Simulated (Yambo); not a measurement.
A G0W0@PBEsol run in Yambo for Ba2CaMoO6 (space group Fm-3m, No. 225) (2×2×2 Γ-centred k mesh, bands 2 to 296 and a 8 Ry block in the screening, 296 bands in G with the Bruneval-Gonze terminator, plasmon pole fitted at 27.2 eV) gives these matrix elements, in eV, at the band edges (Γ → X):

| state | E0 | <Vxc> | <Σx> | <Σc(E0)> | Z |
|---|---|---|---|---|---|
| valence edge | 0.000 | -19.427 | -24.437 | 4.453 | 0.763 |
| conduction edge | 1.981 | -16.788 | -11.428 | -4.076 | 0.803 |

Question: Solve the linearised quasiparticle equation for both states, give the gap, and say how exchange and correlation each act on it.

Answer: E = E0 + Z(Σx + Σc − Vxc). Valence: 0.000 + 0.763 × (-24.437 + (4.453) − (-19.427)) = -0.43 eV. Conduction: 1.981 + 0.803 × (-11.428 + (-4.076) − (-16.788)) = 3.01 eV. The gap is 3.44 eV, against 1.98 eV in PBEsol. Replacing Vxc by bare exchange alone would open it by 10.37 eV; correlation takes back 8.53 eV of that, and Z scales what is left. Nearest settings tried, and what they do to the gap: 116 bands in G: +34 meV; 142 bands in W: +67 meV; 3 Ry block (113 vectors against 459): +88 meV. Not varied: mesh. So the settings aren't converged at that level. The k mesh is coarse. Spin-orbit splittings are left out.

Geometry of the Materials Project entry, not relaxed at this level; primitive cell a = b = c = 6.011 Å, α = β = γ = 60.00°.
